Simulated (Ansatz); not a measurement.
# Density of states of SnSe

Space group Fm-3m (No. 225). a = 6.020 Å, b = 6.020 Å, c = 6.020 Å, α = 90.00°, β = 90.00°, γ = 90.00°
```csv
atom,site,symmetry,x,y,z
Sn,4a,m-3m,0.0000,0.0000,0.0000
Se,4b,m-3m,0.5000,0.0000,0.0000
```

The runs use the primitive cell with vectors (0.000, 3.010, 3.010), (3.010, 0.000, 3.010), (3.010, 3.010, 0.000) Å, to which the k mesh refers.

The cell comes from COD entry 9008725, which wasn't checked; take it as a given geometry.

No spin–orbit coupling, which matters for the heavy atoms here.

Theory: Ansatz 0.2.0, DFT, LDA, all-electron LAPW, scalar-relativistic.

Numerical set-up: a Γ-centred 9×9×9 k mesh, Fermi–Dirac smearing of 0.02 eV, basis error target 0.25 meV/atom, no spin polarisation.

States per eV and cell, averaged over 0.4 eV, from -12.6 to 4.0 eV, with energies (bin centres) from the valence-band top; empty bins are left out. The partial columns, the largest 4 alone, are projections on Löwdin-orthogonalised atomic shells (those that the program's projection atoms carry: the occupied ones and, for some elements, an empty d or f shell; other empty shells have no column), summed over atoms of an element. Weights on diffuse s and p shells depend on that basis and aren't pure angular character.

| E (eV) | total | Se 4p | Sn 5p | Sn 5s | Se 4s |
| --- | --- | --- | --- | --- | --- |
| -12.5 | 0.67 | 0.00 | 0.05 | 0.01 | 0.61 |
| -8.1 | 0.11 | 0.04 | 0.00 | 0.07 | 0.00 |
| -7.7 | 1.02 | 0.33 | 0.02 | 0.66 | 0.02 |
| -7.3 | 1.86 | 0.51 | 0.04 | 1.24 | 0.07 |
| -6.9 | 1.29 | 0.30 | 0.04 | 0.87 | 0.09 |
| -6.5 | 0.50 | 0.10 | 0.01 | 0.34 | 0.06 |
| -6.1 | 0.14 | 0.03 | 0.00 | 0.09 | 0.03 |
| -5.7 | 0.07 | 0.01 | 0.00 | 0.04 | 0.01 |
| -5.3 | 0.09 | 0.04 | 0.04 | 0.01 | 0.00 |
| -4.9 | 0.45 | 0.24 | 0.19 | 0.02 | 0.00 |
| -4.5 | 0.79 | 0.44 | 0.31 | 0.03 | 0.01 |
| -4.1 | 0.94 | 0.56 | 0.35 | 0.03 | 0.01 |
| -3.7 | 1.44 | 0.90 | 0.48 | 0.03 | 0.01 |
| -3.3 | 1.78 | 1.17 | 0.53 | 0.05 | 0.02 |
| -2.9 | 1.75 | 1.22 | 0.45 | 0.05 | 0.02 |
| -2.5 | 1.89 | 1.40 | 0.39 | 0.07 | 0.02 |
| -2.1 | 1.82 | 1.44 | 0.27 | 0.08 | 0.01 |
| -1.7 | 0.72 | 0.43 | 0.15 | 0.12 | 0.01 |
| -1.3 | 0.99 | 0.57 | 0.19 | 0.20 | 0.02 |
| -0.9 | 1.48 | 0.87 | 0.24 | 0.31 | 0.02 |
| -0.5 | 0.81 | 0.40 | 0.18 | 0.19 | 0.02 |
| -0.1 | 0.07 | 0.03 | 0.02 | 0.01 | 0.00 |
| 0.7 | 0.44 | 0.08 | 0.26 | 0.02 | 0.05 |
| 1.1 | 0.98 | 0.13 | 0.68 | 0.03 | 0.10 |
| 1.5 | 1.40 | 0.17 | 1.06 | 0.03 | 0.10 |
| 1.9 | 1.35 | 0.19 | 1.03 | 0.02 | 0.06 |
| 2.3 | 1.28 | 0.24 | 0.92 | 0.02 | 0.04 |
| 2.7 | 1.32 | 0.29 | 0.87 | 0.03 | 0.03 |
| 3.1 | 1.48 | 0.32 | 0.83 | 0.03 | 0.02 |
| 3.5 | 1.56 | 0.35 | 0.83 | 0.02 | 0.01 |
| 3.9 | 2.49 | 0.66 | 1.34 | 0.02 | 0.01 |

Question: Which of the resolved shells contributes most in the top eV of the valence band?

Answer: Se 4p, with 52 % of all states there; Sn 5s follows with 22 %.
